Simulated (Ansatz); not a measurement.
Ru (bcc (W type), Im-3m) at seven volumes, DFT-r²SCAN in the program Ansatz with PAW potentials, scaled uniformly. One row is withheld.

```tsv
V (Å³/atom)	P (GPa)
12.691	?
13.110	21.90
13.528	10.00
13.947	0.00
14.365	-8.40
14.783	-15.45
15.202	-21.34
```

**Question.** Fit the shown pressures and predict the withheld one.

**Answer.** P = (3/2)B₀(x^(7/2) − x^(5/2))[1 + (3/4)(B′ − 4)(x − 1)] with x = (V₀/V)^(2/3). Least squares on the six rows gives V₀ = 13.946 Å³/atom, B₀ = 305 GPa, B′ = 4.83. At V = 12.691, x = 1.0649 and P = 36.14 GPa. The run itself gave 36.04 GPa.

The start of the workflow was typed in or built on a structure type; neither database checked (COD, Materials Project) lists it. It is not the phase usual at ambient conditions (space group No. 194). Symmetry was held in the r²SCAN relaxation. At this level the phase is mechanically unstable. No spin polarisation was allowed.

Potentials: the earlier of the program's two PAW sets.
